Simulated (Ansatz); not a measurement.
The cell is the one relaxed in the Materials Project (mp-136), not relaxed further here; entries there can be hypothetical. The listed cell was then made from it by scaling, straining or moving an atom.

Fe: DFT, PBEsol, all-electron PAW with datasets made for the crystal, scalar-relativistic (Ansatz 0.2.0). What sets it apart from a plain run of this crystal: equal xx and yy strain of +2 %.

Command: `ansatz run input.yaml --threads 1 --pin off --max-ram 3072MiB --backend cpu --events-out ev --progress --plain --runs-dir out` The run took 24 s on 1 thread of Intel(R) Xeon(R) Platinum 8488C (Sapphire Rapids) (shared host), peak memory 0.62 GiB.

```yaml
crystal:
  lattice:
    - [2.482840737, 0.0, 0.0]
    - [-1.2414203685, 2.1502031518, 0.0]
    - [0.0, 0.0, 3.84193447]
  atoms:
    - { symbol: Fe, position: [0.3333333333, 0.6666666667, 0.25] }
    - { symbol: Fe, position: [0.6666666667, 0.3333333333, 0.75] }
kpoints:
  mp_grid: { grid: [17, 17, 10] }
scf:
  occupations: { method: fermi_dirac, width: 0.08 }
hamiltonian:
  xc: pbesol
  pseudopotentials: { kind: all_electron, datasets: crystal }
output:
  forces: true
  stress: true
  eigenvalues: true
  efg: { contact_densities: true }
```

Output (standing set-up lines are left out):

```
hamiltonian.pseudopotentials.datasets: crystal makes datasets for this crystal and solves the spheres of its atoms anew in each pass: cutoff 360.0 eV, the density's 1440.0 eV; for an error of 0.50 meV an atom under PBE, 1.0 meV for the cell; an energy difference from a run of another recipe may be off by several times the error for the cell, under r2SCAN by more, where some 0.1 meV an atom stays at smaller errors; Fe in spheres of 1.196 Å, 8 of its electrons in bands, 8 on its site; only band paths and densities of states list, in semicore columns, the levels of the semicore shells that are solved separately: 3s of Fe, 3p of Fe
Crystal: 2 atoms, lattice volume = 20.511 Å³
PAW one-centre angular grid: Fe, 590 points (default); XC on its mesh's 1891 points in the sphere
iter 1 solved again at ethr=8.57e-2 eV; its pass at ethr=1.00e-1 eV (dr2=1.37e1 eV) is discarded
SCF iter   1: F=—  HF=-69208.570075 eV  |F-HF|=—  |Δ(HF+E_count)|=         —  Δρ=3.04e-1  dr2=1.38e1  ethr=8.57e-2  ⟨swp⟩=2.0  Hψ=13998  notcnv=0
preconditioner: auto → none  [metal: Δε(μ)=0.038 eV  Ē_g=6.669 eV  σ=0.080 eV  W_gap=0.12  n_scr=2 (ndim 8)  ℏωp=32.8 eV  f_vac=0.000  D(μ)=1.90/eV (n_scr^D=22)  sad-step TF]
iter 2 solved again at ethr=7.62e-4 eV; its pass at ethr=8.57e-2 eV (dr2=1.22e-1 eV) is discarded
SCF iter   2: F=—  HF=-69205.556969 eV  |F-HF|=—  |Δ(HF+E_count)|=    3.01e0  Δρ=2.77e-2  dr2=1.12e-1  ethr=7.62e-4  ⟨swp⟩=3.2  Hψ=12024  notcnv=0  defer=10
SCF iter   3: F=—  HF=-69205.049213 eV  |F-HF|=—  |Δ(HF+E_count)|=   5.08e-1  Δρ=3.02e-2  dr2=1.51e-1  ethr=7.00e-4  ⟨swp⟩=3.0  Hψ=7053  notcnv=0  defer=2
SCF iter   4: F=—  HF=-69204.985171 eV  |F-HF|=—  |Δ(HF+E_count)|=   6.40e-2  Δρ=1.99e-2  dr2=5.47e-2  ethr=7.00e-4  ⟨swp⟩=3.0  Hψ=7016  notcnv=0
SCF iter   5: F=—  HF=-69204.985117 eV  |F-HF|=—  |Δ(HF+E_count)|=   5.35e-5  Δρ=3.02e-3  dr2=1.27e-3  ethr=3.42e-4  ⟨swp⟩=2.0  Hψ=5148  notcnv=0
SCF iter   6: F=—  HF=-69204.986784 eV  |F-HF|=—  |Δ(HF+E_count)|=   1.67e-3  Δρ=2.87e-4  dr2=1.04e-5  ethr=7.95e-6  ⟨swp⟩=3.0  Hψ=5555  notcnv=0
SCF iter   7: F=—  HF=-69204.986796 eV  |F-HF|=—  |Δ(HF+E_count)|=   1.18e-5  Δρ=1.40e-4  dr2=2.94e-6  ethr=6.51e-8  ⟨swp⟩=3.0  Hψ=6724  notcnv=0
SCF iter   8: F=—  HF=-69204.986795 eV  |F-HF|=—  |Δ(HF+E_count)|=   7.29e-7  Δρ=3.65e-5  dr2=1.70e-7  ethr=1.84e-8  ⟨swp⟩=2.6  Hψ=4651  notcnv=0
SCF iter   9: F=-69204.986795 eV  HF=-69204.986795 eV  |F-HF|=3.84e-9  |Δ(HF+E_count)|=   5.55e-8  Δρ=6.32e-6  dr2=4.55e-9  ethr=1.06e-9  ⟨swp⟩=2.9  Hψ=4955  notcnv=0
28 of the run's printed levels, from 29.97 eV on, may lie off, as they stand: their residual norms reach 0.0030 eV (residual_norms_ev in the JSON report holds each one's)
SCF 1 converged in 9 iterations: F = -69204.986799 eV  dr2 = 4.55e-9
  Residual-converged pass: ⟨swp⟩=3.2  Hψ=5761  notcnv=0  max |occ|·‖R‖ = 5.3e-6 eV (tolerance 5.3e-6 eV)  dr2=4.75e-9  dr2_onsite=3.51e-9  max |Δocc| = 6.3e-10
  greatest PAW one-centre occupation: 0.617 electrons in one spin orbital (limit 2), on the Fe atom at site 0 (counted from 0), in its partial waves of l = 2
SCF converged after 9 iterations
Free energy (F): -69204.986799 eV
Harris-Foulkes:  -69204.986799 eV  (|F-HF|=3.84e-9)
Internal energy: -69204.931982 eV  (E = F + TS)
E sigma→0 (E₀):  -69204.959390 eV
Entropy (-TS):   -0.054818 eV (-27.409 meV/atom)
Past the cutoff: the bands carry plane waves up to 1.75 times it, of which those up to 1.5 times it add -0.000458 eV an atom, each by itself; the spheres take 0.000142 eV an atom off the energy for waves past 1.75 times it
By the cutoff:   a pressure is off by up to 0.009 GPa (1.2 times the spheres' own share and the shells' term, over an atom's volume, and 0.004 GPa: a bound that held against runs at twice the plane waves)
Past the cutoffs: a stress includes 0.0066 GPa for waves and charges beyond them, in addition to the slope of what the spheres take
In the spheres:  the bands' charges fall short by 6.3e-7 e at most (sound up to 1e-3), those of shells solved beside the bands by 2.0e-7 e (sound up to 5e-4)
Fermi energy:    20.903618 eV
--- Per-component energies (eV) ---
  The terms above E_closure are by the made datasets' own strengths, without shells solved beside the bands.
--- Forces (eV/Å), atoms counted from 1 ---
  atom   1  Fe     0.00000000    -0.00000000     0.00000000
  atom   2  Fe    -0.00000000     0.00000000     0.00000000
  max |Σ_I F_I| component: 4.63e-18 eV/Å
--- Stress (GPa, compression-positive) ---
      -15.370883       0.000000       0.000000
        0.000000     -15.370883      -0.000000
        0.000000      -0.000000      -6.560290
  P = ⅓ Tr σ = -12.4340 GPa (-124.340 kbar)
  It holds what live shells' own plane waves past their cutoff add
--- PAW observables at the nuclei: V_zz in 10²¹ V/m², potentials from the cell's mean, atoms counted from 1 ---
  atom   1  Fe V_zz =    -0.729335   η = 0.0000   by run symmetry: allowed
            electrostatic potential = -3213.219429 V   contact ρ = 100419.355188 e/Å³
  atom   2  Fe V_zz =    -0.729335   η = 0.0000   by run symmetry: allowed
            electrostatic potential = -3213.219429 V   contact ρ = 100419.355188 e/Å³
--- Band table (eV; the first three rows and the last of 198) ---
  k-point 0: bands = ["11.8810", "15.9268", "19.2279", "19.2279", "19.5119", "19.7316", "19.7316", "19.9568", "19.9568", "21.5883", "21.6298", "21.6298", "29.8649"]
  k-point 1: bands = ["11.9965", "15.9159", "19.1649", "19.1649", "19.4680", "19.6802", "19.6802", "20.0764", "20.0764", "21.2089", "21.6332", "21.6332", "30.4415"]
  k-point 2: bands = ["12.3368", "15.8490", "19.0600", "19.0600", "19.3447", "19.5459", "19.5459", "20.3451", "20.3451", "20.3618", "21.6261", "21.6261", "31.9066"]
  k-point 197: bands = ["17.3182", "17.3182", "17.7819", "17.7819", "18.6494", "18.6494", "20.2295", "20.2295", "21.6358", "21.6358", "27.3326", "27.3326", "29.7163"]
  guard bands above this table: 0 of the run's 13 bands, where the rule asks 2: the bands that hold charge and the lowest empty level above them stay in the table. A level can be missing at the table's top as with no guard band: raise scf.n_extra_bands
```

Spin polarisation is left out, and whether a magnetic state lies lower isn't shown here.
